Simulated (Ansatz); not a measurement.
BiClO:
```
BiClO
1.0
    3.85091     0.00000     0.00000
    0.00000     3.85091     0.00000
    0.00000     0.00000     7.16764
Bi Cl O
2 2 2
Cartesian
  0.00000   1.92546   5.91545
  1.92546   0.00000   1.25219
  1.92546   0.00000   4.62199
  0.00000   1.92546   2.54565
  0.00000   0.00000   0.00000
  1.92546   1.92546   0.00000
```

x, y and z are the axes in which the lattice vectors are written.

Task: Give the high-frequency dielectric tensor and the Born effective charge tensors of the independent atoms from DFPT, LDA (plane waves, PAW; program Ansatz).

Result: 
ε∞:
```
6.84  0.00  0.00
0.00  6.84  0.00
0.00  0.00  5.56
```
Z* of atom 1 (Bi), rows: field, columns: displacement, in e:
```
5.38  0.00  0.00
0.00  5.38  0.00
0.00  0.00  3.77
```
Z* of atom 3 (Cl), rows: field, columns: displacement, in e:
```
-2.09   0.00   0.00
 0.00  -2.09   0.00
 0.00   0.00  -1.51
```
Z* of atom 5 (O), rows: field, columns: displacement, in e:
```
-3.30   0.00   0.00
 0.00  -3.30   0.00
 0.00   0.00  -2.27
```

Space group P4/nmm. The first step of the workflow began from a Materials Project structure, measured or hypothetical; the Crystallography Open Database files this formula in space group No. 129, but the cells were not matched. Whether it is the stable phase at ambient conditions was not checked. Symmetry was held in the LDA relaxation; its stability against distortions is not shown here. A crystal of weakly bound layers computed without a dispersion correction: the cell and the soft elastic constants depend strongly on that. Scalar-relativistic: spin–orbit coupling is off unless named, which matters more the heavier the elements.

Potentials: the later of the program's two PAW sets.
